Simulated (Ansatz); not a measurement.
# What a trial cell of Tm2MgC2 relaxes into

Method: DFT PBE, scalar-relativistic, plane waves, PAW, and for the lanthanide a 4f-in-core norm-conserving potential, in Ansatz. Cutoff 690 eV, Gaussian smearing, Γ-centred meshes. Cell and atoms relax first on a coarse mesh, the cell is then made exact in the group found at 0.06 to 0.08 Å, and last on a converged mesh; the steps can't lower the symmetry of their start. No spin polarisation.

A trial structure of Tm2MgC2 was built thus: species swapped into a database cell of Tb2AlNi2 (Immm, No. 71), with Tm on the Tb sites, Mg on the Al sites and C on the Ni sites. The dimensions are guesses.

```cif
data_structure
_symmetry_space_group_name_H-M 'Immm'
_symmetry_Int_Tables_number 71
_cell_length_a 4.2138
_cell_length_b 5.4210
_cell_length_c 8.3702
_cell_angle_alpha 90.000
_cell_angle_beta 90.000
_cell_angle_gamma 90.000
_cell_volume 191.20
loop_
_atom_site_label
_atom_site_type_symbol
_atom_site_symmetry_multiplicity
_atom_site_Wyckoff_symbol
_atom_site_fract_x
_atom_site_fract_y
_atom_site_fract_z
_atom_site_occupancy
Tm1 Tm 4 j 0.00000 0.50000 0.20279 1
Mg1 Mg 2 a 0.00000 0.00000 0.00000 1
C1 C 4 h 0.50000 0.26631 0.00000 1
```

Formation energies are uncorrected and refer to the elements' standard structures at the same level.

**Question.** Describe the relaxed structure.

**Answer.** The symmetry stays Immm (No. 71). The volume per atom shrinks by 12.4 %, from 19.1 to 16.7 Å³. The shortest distance goes from 2.53 Å (C–C) to 1.42 Å (C–C). Conventional cell: a = 3.346 Å, b = 5.101 Å, c = 9.809 Å. Around Tm lie 4 C at 2.50 Å, 2 Mg at 3.07 Å, 7 Tm at 3.35–3.43 Å and 2 Mg at 3.60 Å; Mg has 4 C at 2.49 Å, 4 Tm at 3.07 Å, 2 Mg at 3.35 Å and 4 Tm at 3.60 Å; around C lie 1 C at 1.42 Å, 2 Mg at 2.49 Å and 4 Tm at 2.50 Å.

Space group Immm (No. 71). a = 3.346 Å, b = 5.101 Å, c = 9.809 Å, α = 90.00°, β = 90.00°, γ = 90.00°
```json
{"atom": "Tm", "site": "4j", "symmetry": "mm2", "x": "0.5000", "y": "0.0000", "z": "0.6746"}
{"atom": "Mg", "site": "2a", "symmetry": "mmm", "x": "0.0000", "y": "0.0000", "z": "0.0000"}
{"atom": "C", "site": "4h", "symmetry": "m2m", "x": "0.5000", "y": "0.3603", "z": "0.0000"}
```

**Question.** How does it come out in energy, and is it a metal?

**Answer.** The formation energy is +0.05 eV/atom. The gap on the 12×12×12 mesh of the 5-atom cell is 0 eV (a metal).

It can't be a ground state, since the elements alone are lower.

The last run used Gaussian smearing of 0.10 eV. The reference form of C is held partly by dispersion forces, which this level lacks. Symmetry constrained the relaxation, so the result can be a saddle point. Another cell of the same search, in I4/mmm, lies 189 meV/atom lower, so this cell isn't the stable form at this level.

The lanthanide is trivalent by construction, without f bands, f moments or other valences. The reference runs of the other elements, and any phases without the lanthanide, used 420 eV, which shifts energies against them by under 10 meV/atom. The lanthanide's reference is the lowest of its hcp, dhcp and fcc cells.
